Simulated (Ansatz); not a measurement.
**Ir: random displacements**

All numbers below come from DFT PBEsol, scalar-relativistic, plane waves, PAW in Ansatz 0.2.0. The runs took a 420 eV cutoff, a Γ-centred 12×12×12 mesh and Gaussian smearing (0.15 eV). Spin–orbit coupling is left out, which can shift energies with elements as heavy as these. No spin polarisation. Energies are free energies at this smearing, counted from the undisturbed cell; pressure is positive in compression.

Reference structure (as given, not relaxed at this level):

```
Ir
1.0
    -3.83940    3.83940    0.00000
    -3.83940    0.00000    3.83940
     0.00000    3.83940    3.83940
Ir
8
Direct
  0.00000 0.00000 0.00000
  0.50000 0.00000 0.00000
  0.00000 0.50000 0.00000
  0.00000 0.00000 0.50000
  0.50000 0.50000 0.00000
  0.50000 0.00000 0.50000
  0.00000 0.50000 0.50000
  0.50000 0.50000 0.50000
```

The atoms are displaced (Å, in the unstrained cell):

```
atom ux uy uz
 Ir1  -0.051   0.085   0.000
 Ir2  -0.065   0.008  -0.009
 Ir3   0.047  -0.064   0.043
 Ir4  -0.095   0.022  -0.036
 Ir5   0.032   0.073  -0.040
 Ir6   0.033   0.062  -0.107
 Ir7   0.009  -0.071   0.113
 Ir8   0.090  -0.115   0.036
```

Strain (Voigt, engineering shear): (0.0021, -0.0485, -0.0111, 0.0548, -0.1222, -0.0188).

(1) What are the energy change, the stress and the forces?

Answers

(1) ΔE = 427.7 meV/atom; stress (xx, yy, zz, yz, xz, xy; compression positive) (31.98, 41.77, 43.03, -24.49, 30.37, 5.41) GPa.
```
atom Fx (eV/Å) Fy Fz
 Ir1      -0.39  -0.78  -0.27
 Ir2      -0.50  -0.49   0.50
 Ir3      -0.66   1.23  -0.48
 Ir4       0.77  -0.95   2.66
 Ir5       1.64  -1.21   0.64
 Ir6      -0.09  -2.68   3.31
 Ir7       0.04   2.89  -4.46
 Ir8      -0.81   2.00  -1.89
```

Cost: 1 run of about 13 core-minutes, on Intel Xeon Platinum 8259CL (Skylake/Cascade Lake) (shared hosts).